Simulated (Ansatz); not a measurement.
A geometry of SiS₂ away from equilibrium: step 2 of the relaxation of a relaxed SiS2 cell, doubled along one cell vector, shaken by Gaussian noise of σ = 0.08 Å a coordinate. Level of theory: r2SCAN (plane waves to 500 eV, PAW, scalar-relativistic; Ansatz, a first-principles code). Γ-centred k-mesh 4×7×7 on the run's cell, Fermi–Dirac smearing 0.05 eV.

```xyz
12
Lattice="9.8986 0.0803 -0.0178 0.0401 4.9353 0.0033 -0.0089 0.0033 4.9398" Properties=species:S:1:pos:R:3:forces:R:3 pbc="T T T" free_energy=-9801.813 pressure_GPa=-0.6
S      3.8251     3.7012     3.5171    0.6336    0.3604    0.2077
S      8.5884     3.8007     3.7084    0.2093   -0.0326   -0.0101
S      3.6867     1.3862     1.1591    0.1752    0.0961   -0.0583
S      8.7094     1.3778     1.2266   -0.1219    0.4117    0.3523
S      1.1820     3.7793     1.3383    0.0497    0.2586    0.0530
S      6.2358     3.8052     1.1526    0.0629   -0.0809   -0.2595
S      1.3659     1.2567     3.8553   -0.2130   -0.2445    0.3631
S      6.2216     1.1785     3.6355    0.1470   -0.0777   -0.1216
Si    -0.0796    -0.0235     0.0600    0.1684    0.0138   -0.8034
Si     4.9098     0.1356    -0.0099   -0.4742   -0.2903    0.0248
Si     2.4363     2.4912     2.5017   -0.3913   -0.2016    0.1140
Si     7.3900     2.5947     2.4509   -0.2458   -0.2129    0.1380
```

Positions in Å, forces in eV/Å, free energy of the cell in eV (comparable only within this code, potentials and settings). Largest force: 0.82 eV/Å, on Si9 (atoms numbered as listed); the geometry lies 0.13 eV/atom above the end of its relaxation.

No spin polarisation in the result.

The end of the path is a generated cell of SiS2: the first start was made by placing the elements on the sites of a structure type, and the end was not matched to a known phase here, so it may be hypothetical.
